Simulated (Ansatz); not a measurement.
TaAl:
Space group P4/mmm (No. 123); a = b = 2.8347 Å, c = 4.1855 Å, α = β = γ = 90.00°

| atom | site | symmetry | x | y | z |
|---|---|---|---|---|---|
| Ta | 1a | 4/mmm | 0.0000 | 0.0000 | 0.0000 |
| Al | 1d | 4/mmm | 0.5000 | 0.5000 | 0.5000 |

Relaxed at zero pressure with the program Ansatz at the PBE level (PAW).

The volume is raised by 6 % and shape and atoms relax at that volume. What pressure results, and how do the axes share the change?

-8.1 GPa; a 1.7 %, b 1.7 %, c 2.4 %; the energy rises by 27 meV/atom.

Give the new structure.


Space group P4/mmm (No. 123); a = 2.884 Å, b = 2.884 Å, c = 4.286 Å, α = 90.00°, β = 90.00°, γ = 90.00°

```
atom  site  symmetry       x       y       z
----  ----  --------  ------  ------  ------
Ta      1a     4/mmm  0.0000  0.0000  0.0000
Al      1d     4/mmm  0.5000  0.5000  0.5000
```

The phase is kept; no other phase was compared at this pressure.

The start of the workflow was typed in or built on a structure type; neither database checked (COD, Materials Project) lists it. Its standing as an ambient phase is unchecked. Symmetry was held in the PBE relaxation; whether a distortion lowers the energy is not shown. No spin polarisation was allowed. Axis ratios of metals converge slowly with the k-mesh, so a and c are less sure than the volume. Spin–orbit coupling is left out wherever it is not named.

Potentials: the earlier of the program's two PAW sets.
